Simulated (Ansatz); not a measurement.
An Ansatz (a program for electronic structure) run. Input:

Ansatz 0.2 input:
```yaml
crystal:
  lattice:
    - [3.1584258067, 0.0, 0.0]
    - [-1.5792129033, 2.7352769845, 0.0]
    - [0.0, 0.0, 5.2415560035]
  atoms:
    - { symbol: B, position: [0.6666666667, 0.3333333333, 0.5004767057] }
    - { symbol: B, position: [0.3333333333, 0.6666666667, 0.0004767057] }
    - { symbol: P, position: [0.6666666667, 0.3333333333, 0.8745232943] }
    - { symbol: P, position: [0.3333333333, 0.6666666667, 0.3745232943] }
kpoints:
  mp_grid: { grid: [10, 10, 5] }
hamiltonian:
  xc: lda
  pseudopotentials: { azcp: { folder: ./paw }, kind: paw }
scf:
  occupations: { method: fixed }
elastic: { mode: relaxed_ion, stencil: two_point, amplitude: 0.005, f_tol: 0.0005 }
output: { polarization: {} }
```

Output (shortened):

```
Pseudopotential: B, paw, valence charge 3
Pseudopotential: P, paw, valence charge 5
Functional definition: SPW92
Crystal: 4 atoms, lattice volume = 45.283 Å³
Basis set: ecut = 420 eV, 881 PW (Γ)
Bands: 12, of which v1, the nominal top of the filled ones, is band 8 counted from 1 (7 counted from 0)
Symmetry: 12 space group operations
Space group: P63mc (ITA 186), of the structure as read, at distance tolerance 3.6e-5 Å
k-points: 42 of 500 (time reversal used)
SCF 1 converged in 10 iterations: F = -1753.235383 eV  dr2 = 2.39e-14
Crystal: 4 atoms, lattice volume = 45.056 Å³
Symmetry: 4 space group operations
k-points: 93 of 500 (time reversal used)
SCF 2 converged in 8 iterations: F = -1753.233760 eV  dr2 = 2.36e-14
relax step   1: F+E_penalty+E_count = -1753.23375953 eV  Δ(F+E_penalty+E_count) = +0.000e0 eV  max|allowed force component| = 3.613e-2 eV/Å  Δτ_max = 0.0000 Å  (8 SCF iters, accepted)
Crystal: 4 atoms, lattice volume = 45.056 Å³
SCF 3 converged in 7 iterations: F = -1753.233833 eV  dr2 = 2.22e-14
relax step   2: F+E_penalty+E_count = -1753.23383276 eV  Δ(F+E_penalty+E_count) = -7.323e-5 eV  max|allowed force component| = 1.962e-2 eV/Å  Δτ_max = 0.0006 Å  (7 SCF iters, accepted)
Crystal: 4 atoms, lattice volume = 45.056 Å³
SCF 4 converged in 7 iterations: F = -1753.233862 eV  dr2 = 2.17e-14
relax step   3: F+E_penalty+E_count = -1753.23386211 eV  Δ(F+E_penalty+E_count) = -2.935e-5 eV  max|allowed force component| = 1.893e-4 eV/Å  Δτ_max = 0.0008 Å  (7 SCF iters, accepted)
Crystal: 4 atoms, lattice volume = 45.056 Å³
SCF 5 converged in 2 iterations: F = -1753.233862 eV  dr2 = 2.48e-15
Crystal: 4 atoms, lattice volume = 45.509 Å³
Basis set: ecut = 420 eV, 889 PW (Γ)
SCF 6 converged in 8 iterations: F = -1753.233776 eV  dr2 = 2.28e-14
relax step   1: F+E_penalty+E_count = -1753.23377596 eV  Δ(F+E_penalty+E_count) = +0.000e0 eV  max|allowed force component| = 3.441e-2 eV/Å  Δτ_max = 0.0000 Å  (8 SCF iters, accepted)
Crystal: 4 atoms, lattice volume = 45.509 Å³
SCF 7 converged in 7 iterations: F = -1753.233845 eV  dr2 = 2.52e-14
relax step   2: F+E_penalty+E_count = -1753.23384527 eV  Δ(F+E_penalty+E_count) = -6.931e-5 eV  max|allowed force component| = 1.847e-2 eV/Å  Δτ_max = 0.0006 Å  (7 SCF iters, accepted)
Crystal: 4 atoms, lattice volume = 45.509 Å³
SCF 8 converged in 7 iterations: F = -1753.233872 eV  dr2 = 9.72e-15
relax step   3: F+E_penalty+E_count = -1753.23387228 eV  Δ(F+E_penalty+E_count) = -2.701e-5 eV  max|allowed force component| = 1.965e-4 eV/Å  Δτ_max = 0.0007 Å  (7 SCF iters, accepted)
Crystal: 4 atoms, lattice volume = 45.509 Å³
SCF 9 converged in 2 iterations: F = -1753.233872 eV  dr2 = 2.06e-15
Crystal: 4 atoms, lattice volume = 45.056 Å³
SCF 10 converged in 8 iterations: F = -1753.233608 eV  dr2 = 1.04e-14
relax step   1: F+E_penalty+E_count = -1753.23360756 eV  Δ(F+E_penalty+E_count) = +0.000e0 eV  max|allowed force component| = 4.209e-2 eV/Å  Δτ_max = 0.0000 Å  (8 SCF iters, accepted)
Crystal: 4 atoms, lattice volume = 45.056 Å³
SCF 11 converged in 6 iterations: F = -1753.233673 eV  dr2 = 9.71e-14
relax step   2: F+E_penalty+E_count = -1753.23367326 eV  Δ(F+E_penalty+E_count) = -6.569e-5 eV  max|allowed force component| = 2.187e-2 eV/Å  Δτ_max = 0.0005 Å  (6 SCF iters, accepted)
Crystal: 4 atoms, lattice volume = 45.056 Å³
SCF 12 converged in 7 iterations: F = -1753.233698 eV  dr2 = 8.69e-15
relax step   3: F+E_penalty+E_count = -1753.23369763 eV  Δ(F+E_penalty+E_count) = -2.437e-5 eV  max|allowed force component| = 7.912e-5 eV/Å  Δτ_max = 0.0006 Å  (7 SCF iters, accepted)
Crystal: 4 atoms, lattice volume = 45.056 Å³
SCF 13 converged in 2 iterations: F = -1753.233698 eV  dr2 = 1.49e-15
Crystal: 4 atoms, lattice volume = 45.509 Å³
SCF 14 converged in 8 iterations: F = -1753.233591 eV  dr2 = 1.63e-14
relax step   1: F+E_penalty+E_count = -1753.23359098 eV  Δ(F+E_penalty+E_count) = +0.000e0 eV  max|allowed force component| = 3.656e-2 eV/Å  Δτ_max = 0.0000 Å  (8 SCF iters, accepted)
Crystal: 4 atoms, lattice volume = 45.509 Å³
SCF 15 converged in 7 iterations: F = -1753.233643 eV  dr2 = 1.65e-15
relax step   2: F+E_penalty+E_count = -1753.23364307 eV  Δ(F+E_penalty+E_count) = -5.209e-5 eV  max|allowed force component| = 1.899e-2 eV/Å  Δτ_max = 0.0005 Å  (7 SCF iters, accepted)
Crystal: 4 atoms, lattice volume = 45.509 Å³
SCF 16 converged in 7 iterations: F = -1753.233662 eV  dr2 = 4.72e-15
relax step   3: F+E_penalty+E_count = -1753.23366226 eV  Δ(F+E_penalty+E_count) = -1.919e-5 eV  max|allowed force component| = 6.171e-5 eV/Å  Δτ_max = 0.0005 Å  (7 SCF iters, accepted)
Crystal: 4 atoms, lattice volume = 45.509 Å³
SCF 17 converged in 2 iterations: F = -1753.233662 eV  dr2 = 7.17e-16
Crystal: 4 atoms, lattice volume = 45.282 Å³
Symmetry: 2 space group operations
k-points: 141 of 500 (time reversal used)
SCF 18 converged in 9 iterations: F = -1753.234847 eV  dr2 = 2.15e-14
relax step   1: F+E_penalty+E_count = -1753.23484710 eV  Δ(F+E_penalty+E_count) = +0.000e0 eV  max|allowed force component| = 3.175e-2 eV/Å  Δτ_max = 0.0000 Å  (9 SCF iters, accepted)
Crystal: 4 atoms, lattice volume = 45.282 Å³
SCF 19 converged in 7 iterations: F = -1753.234883 eV  dr2 = 6.49e-14
relax step   2: F+E_penalty+E_count = -1753.23488340 eV  Δ(F+E_penalty+E_count) = -3.630e-5 eV  max|allowed force component| = 1.665e-2 eV/Å  Δτ_max = 0.0004 Å  (7 SCF iters, accepted)
Crystal: 4 atoms, lattice volume = 45.282 Å³
SCF 20 converged in 8 iterations: F = -1753.234897 eV  dr2 = 3.89e-15
relax step   3: F+E_penalty+E_count = -1753.23489716 eV  Δ(F+E_penalty+E_count) = -1.376e-5 eV  max|allowed force component| = 3.077e-5 eV/Å  Δτ_max = 0.0004 Å  (8 SCF iters, accepted)
Crystal: 4 atoms, lattice volume = 45.282 Å³
SCF 21 converged in 2 iterations: F = -1753.234897 eV  dr2 = 7.39e-16
Crystal: 4 atoms, lattice volume = 45.282 Å³
SCF 22 converged in 9 iterations: F = -1753.234847 eV  dr2 = 2.02e-14
relax step   1: F+E_penalty+E_count = -1753.23484710 eV  Δ(F+E_penalty+E_count) = +0.000e0 eV  max|allowed force component| = 3.175e-2 eV/Å  Δτ_max = 0.0000 Å  (9 SCF iters, accepted)
Crystal: 4 atoms, lattice volume = 45.282 Å³
SCF 23 converged in 6 iterations: F = -1753.234883 eV  dr2 = 7.79e-14
relax step   2: F+E_penalty+E_count = -1753.23488340 eV  Δ(F+E_penalty+E_count) = -3.630e-5 eV  max|allowed force component| = 1.665e-2 eV/Å  Δτ_max = 0.0004 Å  (6 SCF iters, accepted)
Crystal: 4 atoms, lattice volume = 45.282 Å³
SCF 24 converged in 7 iterations: F = -1753.234897 eV  dr2 = 6.01e-14
relax step   3: F+E_penalty+E_count = -1753.23489716 eV  Δ(F+E_penalty+E_count) = -1.376e-5 eV  max|allowed force component| = 3.089e-5 eV/Å  Δτ_max = 0.0004 Å  (7 SCF iters, accepted)
Crystal: 4 atoms, lattice volume = 45.282 Å³
SCF 25 converged in 2 iterations: F = -1753.234897 eV  dr2 = 6.24e-15
SCF converged after 10 iterations
Free energy (F): -1753.235383 eV
Harris-Foulkes:  -1753.235383 eV  (|F-HF|=4.55e-13)
Internal energy: -1753.235383 eV  (E = F + TS)
E sigma→0 (E₀):  -1753.235383 eV
Fermi energy:    9.784232 eV
--- Per-component energies (eV) ---
  E_band       = 46.096691
  E_kinetic    = 244.820224
  E_local      = -123.637752  (includes V_loc(G=0)·N_el)
  E_nonlocal   = 83.524701
  E_hartree    = 34.033960
  E_xc         = -213.148050
  E_vxc        = -204.047919  (∫ρ·V_xc dr)
  E_paw        = -1202.854892  (= ΣΔE_a)
  E_vpaw       = -22.630501  (= ΣTr[D̂ρ^β])
  E_aug_tail   = 0.000017  (compensation charges beyond the density's cutoff)
  E_ewald      = -576.299962
  E_core_change = 0.326372  (= ΣΔE_core)
  E_smearing   =  0.000000  (= −TS)
  E_closure    = 0.000000  (closes the sum)
  Σ components = -1753.235383   (vs F -1753.235383, Δ=0.00e0)
--- Forces (eV/Å), atoms counted from 1 ---
  atom   1  B      0.00000000     0.00000000    -0.00039958
  atom   2  B      0.00000000     0.00000000    -0.00039958
  atom   3  P      0.00000000     0.00000000     0.00039614
  atom   4  P      0.00000000     0.00000000     0.00039614
  max |Σ_I F_I| component: 6.86e-6 eV/Å
--- Stress (GPa, compression-positive) ---
       -0.007639       0.000000       0.000000
        0.000000      -0.007639       0.000000
        0.000000       0.000000      -0.021707
  P = ⅓ Tr σ = -0.0123 GPa (-0.123 kbar)
--- Band table (eV; the first three rows and the last of 42) ---
  k-point 0: bands = ["-6.2236", "-2.8782", "0.2096", "7.6241", "7.6241", "9.3199", "9.7842", "9.7842", "12.5128", "12.5128", "12.9814", "13.1311"]
  k-point 1: bands = ["-6.0430", "-3.5725", "1.2335", "7.7672", "7.7672", "8.0200", "9.4550", "9.4550", "12.8216", "12.8216", "13.2148", "13.4563"]
  k-point 2: bands = ["-5.5079", "-4.6472", "3.2760", "5.6598", "8.1792", "8.1792", "8.7958", "8.7958", "13.4327", "13.5160", "13.5160", "13.6389"]
  k-point 41: bands = ["-1.8050", "-1.4237", "0.9845", "1.3557", "2.9267", "3.6986", "6.3807", "6.8380", "13.0151", "13.1670", "13.8056", "15.7596"]
--- Elastic constants: 3 strain directions × 2 members + reference (group order 12) ---
  dense FFT box of the reference and of every strained cell: 24×24×36
  strains applied: 11, 33, 23; error gains …
  C = ∂σ_k/∂η_j (tension-positive GPa; Voigt order 11 22 33 23 13 12):
       427.442     66.164     29.496      0.000      0.000      0.000
        66.164    427.442     29.496      0.000      0.000      0.000
        29.495     29.495    480.996      0.000      0.000      0.000
         0.000      0.000      0.000    137.967      0.000      0.000
         0.000      0.000      0.000      0.000    137.967      0.000
         0.000      0.000      0.000      0.000      0.000    180.639
  reference stress σ⁰ (GPa):      0.008      0.008      0.022      0.000      0.000      0.000
  moduli (Voigt/Reuss/Hill, GPa): K = 176.24/176.20/176.22   G = 172.03/166.36/169.20   E = 384.52   ν = 0.136
  mechanically stable: yes (min eigenvalue of sym C = 137.97 GPa)
  e, the proper piezoelectric tensor (elastic.mode: relaxed_ion; C/m²; rows x y z; Voigt order 11 22 33 23 13 12):
       0.00000    0.00000    0.00000    0.00000    0.11031    0.00000
       0.00000    0.00000    0.00000    0.11031    0.00000    0.00000
       0.13947    0.13947   -0.31735    0.00000    0.00000    0.00000
  ±, each entry's uncertainty from the finite density of the strings (C/m²), an estimate: the size of the correction for it that the entry includes:
       0.00000    0.00000    0.00000    0.00000    0.00323    0.00000
       0.00000    0.00000    0.00000    0.00323    0.00000    0.00000
       0.00010    0.00010    0.00620    0.00000    0.00000    0.00000
  strain η (Voigt 11):  stress-route row diagonal C_11 = 427.44 GPa, energy-path curvature d²(F+E_count+ΔE)/dδ²/Ω₀ = 427.44 GPa
         δ    σ_11 (GPa)             F (eV)   n_scf  n_hpsi   n_pw
    -5.000e-3      -2.1602       -1753.2338621       2   11023    895   relax 3 steps, max|allowed force component| 1.89e-4 eV/Å
     5.000e-3       2.1143       -1753.2338723       2   10942    905   relax 3 steps, max|allowed force component| 1.97e-4 eV/Å
  strain η (Voigt 33):  stress-route row diagonal C_33 = 481.00 GPa, energy-path curvature d²(F+E_count+ΔE)/dδ²/Ω₀ = 481.01 GPa
         δ    σ_33 (GPa)             F (eV)   n_scf  n_hpsi   n_pw
    -5.000e-3      -2.4177       -1753.2336976       2    4936    892   relax 3 steps, max|allowed force component| 7.91e-5 eV/Å
     5.000e-3       2.3922       -1753.2336623       2    4950    903   relax 3 steps, max|allowed force component| 6.17e-5 eV/Å
  strain η (Voigt 23):  stress-route row diagonal C_44 = 137.97 GPa, energy-path curvature d²(F+E_count+ΔE)/dδ²/Ω₀ = 137.95 GPa
         δ    σ_23 (GPa)             F (eV)   n_scf  n_hpsi   n_pw
    -5.000e-3      -0.6898       -1753.2348972       2   16583    897   relax 3 steps, max|allowed force component| 3.08e-5 eV/Å
     5.000e-3       0.6898       -1753.2348972       2   17029    897   relax 3 steps, max|allowed force component| 3.09e-5 eV/Å
--- Formal polarisation (Berry phase): one branch of a lattice of values; only differences between neighbouring runs are physical ---
  axis  mesh            electronic          ionic      p = total  spread (rad)  least overlap  resolved gap  δp at fixed H ≤   (phases in cycles; p mod 1 …
  b1    10×10×5         0.00000000     8.00000000     8.00000000      0.000000         0.8946        2.7285           4.5e-6
  b2    10×10×5         0.00000000     8.00000000     8.00000000      0.000000         0.8946        2.7285           4.5e-6
  b3    10×10×5         0.01043286     7.74809318     7.75852603      0.172518         0.8746        2.7285           2.9e-6
  quantum along a1:   0.06974908 e/Å² =   111.750340 µC/cm²
  quantum along a2:   0.06974908 e/Å² =   111.750340 µC/cm²
  quantum along a3:   0.11575187 e/Å² =   185.454939 µC/cm²
  P = (  0.27899630,   0.48323577,   0.89806388) e/Å² = (  447.001359,   774.229065,  1438.856970) µC/cm²  (mod the quanta)
```

Cost: about 50 core-seconds (a rough figure) on shared cores.

Space group P6_3mc (wurtzite). The first step of the workflow began from a Materials Project structure, measured or hypothetical; the Crystallography Open Database copy checked does not list it. It is not the phase usual at ambient conditions (space group No. 216). The LDA relaxation kept the symmetry of its start; phonons on a q-mesh show no instability.

Potentials: the earlier of the program's two PAW sets.

Ansatz is a plane-wave DFT program.
